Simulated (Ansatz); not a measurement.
LaOF (space group R-3m)

```
CELL_PARAMETERS angstrom
      1.98840     1.14800     6.60909
     -1.98840     1.14800     6.60909
      0.00000    -2.29601     6.60909
ATOMIC_POSITIONS crystal
  La 0.74234 0.74234 0.74234
  La 0.25766 0.25766 0.25766
  O  0.62276 0.62276 0.62276
  O  0.37724 0.37724 0.37724
  F  0.87072 0.87072 0.87072
  F  0.12928 0.12928 0.12928
```

The slice is a (0001) plane (indices of the conventional cell) through the point (0.871, 0.871, 0.871) (fractional), spanned by u = [1 0 -1] and v = [-1 2 -1] in vectors of this cell: u (3.98 Å) and v (6.89 Å, at 90° to u). It covers one period; positions are fractions (u, v).

These are LDA (plane waves to 420 eV, PAW, scalar-relativistic; Ansatz, a program for electronic structure) values and carry that method's errors. k mesh 10×10×10. These are valence fields of a PAW run, semicore shells included where kept as valence: close to a nucleus they are smooth pseudo fields. LaOF is run without spin polarisation. LaOF was relaxed with its symmetry unable to fall.

Sketch the valence electron density on this plane as a map.


```
v \ u  0.00  0.17  0.33  0.50  0.67  0.83
-----  ----  ----  ----  ----  ----  ----
0.90    0.1  -0.5  -1.4  -1.6  -1.4  -0.5
0.80   -0.7  -1.1  -1.5  -1.6  -1.5  -1.1
0.70   -0.2  -0.6  -1.2  -1.3  -1.2  -0.6
0.60   -0.4  -0.7  -0.5   0.1  -0.5  -0.7
0.50   -1.2  -1.0   0.2   1.1   0.2  -1.0
0.40   -1.6  -1.4  -0.5   0.1  -0.5  -1.4
0.30   -1.6  -1.5  -1.1  -0.7  -1.1  -1.5
0.20   -1.3  -1.2  -0.6  -0.2  -0.6  -1.2
0.10    0.1  -0.5  -0.7  -0.4  -0.7  -0.5
0.00    1.1   0.2  -1.0  -1.2  -1.0   0.2
```

Values: log₁₀ of the valence density in e/Å³. The scale is logarithmic, as a density can span decades between atoms and voids.
